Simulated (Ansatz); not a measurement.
A relaxed cell of CsB2 is given with its symmetry left out. The cell was found from a structure generator's guess, not taken from experiment.

All numbers below come from DFT PBE, scalar-relativistic, plane waves, PAW in Ansatz 0.2.0. Cutoff 420 eV, Γ-centred mesh, Gaussian smearing, no spin polarisation.

```
Cs B
1.0
     3.14786    0.00000    0.00000
     0.00000    3.14786    0.00000
     0.00000    0.00000   11.64491
Cs B
2 4
Direct
  0.00000 0.00000 0.20840
  0.00000 0.00000 0.79160
  0.50000 0.50000 0.00000
  0.50000 0.50000 0.56830
  0.00000 0.00000 0.50000
  0.50000 0.50000 0.43170
```

Formation energies are uncorrected and refer to the elements' standard structures at the same level.

**Question.** Find its symmetry and describe it.

**Answer.** P4/mmm (No. 123). Conventional cell: a = 3.148 Å, c = 11.645 Å. Cs has 4 Cs at 3.15 Å and 9 B at 3.29–3.42 Å; B on a site of symmetry 4/mmm is surrounded by 4 B at 3.15 Å and 8 Cs at 3.29 Å; B on a site of symmetry 4mm is surrounded by 1 B at 1.59 Å, 4 B at 2.36 Å, 4 B at 3.15 Å and 4 Cs at 3.42 Å; B on a second site of symmetry 4/mmm has 8 B at 2.36 Å, 4 B at 3.15 Å and 2 Cs at 3.40 Å.

**Question.** How far does it lie from the elements in energy?

**Answer.** +1.97 eV/atom. The separate elements lie lower, so it is unstable against them.

**Question.** Is it a metal?

**Answer.** Yes, bands cross the Fermi level on the 12×12×4 mesh.

**Question.** From what recipe could a structure generator have reached it?

**Answer.** One such recipe: ordered superstructure of bcc (P4/mmm, No. 123). Other recipes can lead to the same cell.

The last run used a 12×12×4 mesh (in the run's order of axes) for its 6-atom cell and Gaussian smearing of 0.10 eV. A structure relaxed within its symmetry needn't be a true minimum.
